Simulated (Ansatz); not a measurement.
MgS:
```yaml
crystal:
  lattice:
    - [0.00000, 2.59096, 2.59096]
    - [2.59096, 0.00000, 2.59096]
    - [2.59096, 2.59096, 0.00000]
  atoms:
    - { symbol: Mg, position: [0.50000, 0.50000, 0.50000] }
    - { symbol: S, position: [0.00000, 0.00000, 0.00000] }
```

This is the PBEsol-relaxed structure.

Task: All from plane-wave PAW PBEsol (Ansatz code), unless another level is named. Estimate the Poisson's ratio.

Result: 0.22.

Task: Give the highest zone-centre frequency (without LO–TO term).

Result: 243 cm⁻¹.

Task: Give the zero-point energy.

Result: 41.8 meV/atom.

Space group Fm-3m (rock salt). The cell was relaxed with PBEsol under the symmetry of its start; phonons on a q-mesh show no instability.

Potentials: the later of the program's two PAW sets.
